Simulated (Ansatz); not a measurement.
GaN:
```
CELL_PARAMETERS angstrom
      5.47050     0.00000     0.00000
      0.00000     5.47050     0.00000
      0.00000     0.00000     3.18330
ATOMIC_POSITIONS crystal
  Ga 0.32060 0.67940 0.00000
  Ga 0.67940 0.32060 0.00000
  Ga 0.82060 0.82060 0.50000
  Ga 0.17940 0.17940 0.50000
  N  0.31751 0.31751 0.00000
  N  0.68249 0.68249 0.00000
  N  0.18249 0.81751 0.50000
  N  0.81751 0.18249 0.50000
```

Relaxed with PBEsol.

**Question.** Give the optical modes at the zone centre with their infrared activity from DFPT, PBEsol (plane waves, PAW; program Ansatz).

**Answer.** Transverse frequencies, without the LO–TO term; a row sums one degenerate level.

| ω (cm⁻¹) | degeneracy | IR ((D/Å)²/amu) | activity | symmetry |
|---|---|---|---|---|
| 77 | 1 | 0.00 | IR-inactive | B1g |
| 125 | 2 | 0.00 | IR-inactive | Eg |
| 190 | 1 | 0.00 | IR-inactive | B1u |
| 219 | 1 | 0.00 | IR-inactive | A2g |
| 229 | 1 | 0.00 | IR-inactive | A1g |
| 281 | 2 | 0.78 | IR | Eu |
| 346 | 1 | 0.00 | IR-inactive | B2g |
| 386 | 1 | 0.00 | IR-inactive | B1g |
| 483 | 2 | 85.46 | IR | Eu |
| 571 | 1 | 0.00 | IR-inactive | A2g |
| 601 | 2 | 0.00 | IR-inactive | Eg |
| 605 | 1 | 53.13 | IR | A2u |
| 626 | 2 | 26.62 | IR | Eu |
| 644 | 1 | 0.00 | IR-inactive | B1u |
| 656 | 1 | 0.00 | IR-inactive | A1g |
| 729 | 1 | 0.00 | IR-inactive | B2g |

**Question.** How high does the top mode go among those that the LO–TO term moves?

**Answer.** 720 cm⁻¹ for q along x, 720 cm⁻¹ for q along y, 759 cm⁻¹ for q along z.

Space group P4_2/mnm. The start of the workflow was typed in or built on a structure type; neither database checked (COD, Materials Project) lists it. It is not the phase usual at ambient conditions (space group No. 186, 216). The PBEsol relaxation kept the symmetry of its start; whether a distortion lowers the energy is not shown.

Potentials: the earlier of the program's two PAW sets. The files were generated under PBE; for other functionals the program regenerates the frozen cores, and for LDA and PBEsol the local potential too.
